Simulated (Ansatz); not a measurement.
**The polar optical mode of MgS, worked through**

All numbers below come from DFT r2SCAN+D3(BJ), scalar-relativistic, plane waves, PAW (Ansatz). Settings: 500 eV plane-wave cutoff, Γ-centred 8×8×8 mesh, fixed occupations. No spin polarisation. Phonons by linear response, acoustic sum rule imposed.

The cell is fixed (symmetry leaves no force on the atoms) and stands under -0.1 GPa:
```cif
data_structure
_symmetry_space_group_name_H-M 'F-43m'
_symmetry_Int_Tables_number 216
_cell_length_a 5.6346
_cell_length_b 5.6346
_cell_length_c 5.6346
_cell_angle_alpha 90.000
_cell_angle_beta 90.000
_cell_angle_gamma 90.000
_cell_volume 178.89
loop_
_atom_site_label
_atom_site_type_symbol
_atom_site_symmetry_multiplicity
_atom_site_Wyckoff_symbol
_atom_site_fract_x
_atom_site_fract_y
_atom_site_fract_z
_atom_site_occupancy
Mg1 Mg 4 a 0.00000 0.00000 0.00000 1
S1 S 4 d 0.25000 0.25000 0.75000 1
```

The cell is the ideal cubic zincblende prototype; this isn't the usual structure of the compound.

Linear response gives ν_TO = 343.7 cm⁻¹, Born charges ±1.883 e (positive on Mg) and ε∞ = 3.766. The primitive cell holds 44.723 Å³, and the masses are 24.305 and 32.060 amu.

Question: Find ν_LO and the static dielectric constant.

Answer: The long-wave field adds a restoring force: ω_LO² − ω_TO² = Z*²e²/(ε_vac ε∞ μV). In these units ν_LO² − ν_TO² = 4.92064×10⁷ Z*²/(μ V ε∞) cm⁻², with μ = m₁m₂/(m₁ + m₂) = 13.825 amu: 74967 cm⁻². So ν_LO = √(343.7² + 74967) = 439.4 cm⁻¹, and the run gives 439.4. Lyddane–Sachs–Teller then gives ε0 = ε∞ (ν_LO/ν_TO)² = 6.16, against 6.16 in the run (it forms both from the same three quantities, so the match checks the arithmetic only). Between ν_TO and ν_LO the dielectric function is negative and an undamped crystal reflects fully: a reststrahlen band from 22.8 to 29.1 μm.

Question: What do the Clausius–Mossotti polarisability and the Szigeti charge come to?

Answer: With the Lorentz local field, α = (3V/4π)(ε∞ − 1)/(ε∞ + 2) = 5.12 Å³ for the pair, and e_S = 3Z*/(ε∞ + 2) = 0.98 e. The Born charge includes the electrons' response to the dipole's own local field, and e_S takes that enhancement out. The Lorentz field assumes point-like polarisable ions, a fair picture at this small ε∞.

Question: How strongly does a slow electron couple to the LO mode?

Answer: For one isotropic parabolic band, Fröhlich's constant is α_F = (1/ε∞ − 1/ε0) √(m* Ry/ħω_LO), with Ry = 13.606 eV, ħω_LO = 54.5 meV and m* in free-electron masses: α_F = 0.1031 × 15.80 × √m* = 1.63 √m*. The band mass isn't part of this run; for m* = 0.1, 0.3 and 1 it gives 0.52, 0.89, 1.63. In weak coupling the polaron lies α_F ħω_LO below the band edge (49 meV at m* = 0.3) with a mass m*(1 + α_F/6); past α_F of about 5 or 6 that expansion fails. A semilocal functional's ε∞ tends to be too large, which taken alone lowers α_F.

Cost: 1 run of about 5.3 core-minutes, on Intel Xeon Processor @ 2.50GHz (Skylake/Cascade Lake) (shared hosts).